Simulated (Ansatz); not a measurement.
NbAs:
```xyz
4
Lattice="-1.7367 1.7367 5.8752 1.7367 -1.7367 5.8752 1.7367 1.7367 -5.8752" Properties=species:S:1:pos:R:3 pbc="T T T"
Nb     0.0000     0.0000    11.7432
Nb     0.0000     1.7367     2.9304
As     0.0000     0.0000     4.9071
As     1.7367     0.0000     1.9695
```

Relaxed with PBE. Special points in fractions of this cell's reciprocal vectors: Γ (0.000, 0.000, 0.000); X (0.000, 0.000, 0.500); P (0.250, 0.250, 0.250); N (0.000, 0.500, 0.000); M (0.500, 0.500, -0.500); S (0.272, 0.728, -0.272); S0 (-0.272, 0.272, 0.272); R (-0.044, 0.044, 0.500); G (0.500, 0.500, -0.044).

Task: List the band energies nearest the Fermi level at these points for the program Ansatz at the PBE level (PAW).

Result: In eV from the Fermi level; about four levels below and three above (degenerate sets whole), none deeper than 8.9 eV; points with the same levels are listed once.

| k | below | above |
|---|---|---|
| Γ | -2.00 -1.64 -1.36 -1.36 | 0.68 1.24 2.39 |
| X | -2.76 -2.76 -0.59 -0.59 | 2.35 2.35 2.61 2.61 |
| P | -2.79 -2.79 -0.57 -0.57 | 2.37 2.37 2.57 2.57 |
| N | -2.22 -1.78 -1.35 -0.08 | 0.06 1.17 2.07 |
| M | -2.44 -2.44 -0.55 -0.55 | 0.94 0.94 1.90 1.90 |
| S | -2.20 -2.05 -1.36 -0.13 | 0.18 1.42 1.96 |
| R | -2.74 -2.74 -0.63 -0.63 | 2.24 2.24 2.62 2.62 |

Space group I4_1md. The PBE relaxation kept the symmetry of its start. The run is not spin-polarised. A small band overlap can be real or an error of a semilocal functional. The Fermi level of a semimetal is unsure by some 0.05 eV on such meshes. Spin–orbit coupling is left out wherever it is not named.

Potentials: the later of the program's two PAW sets.
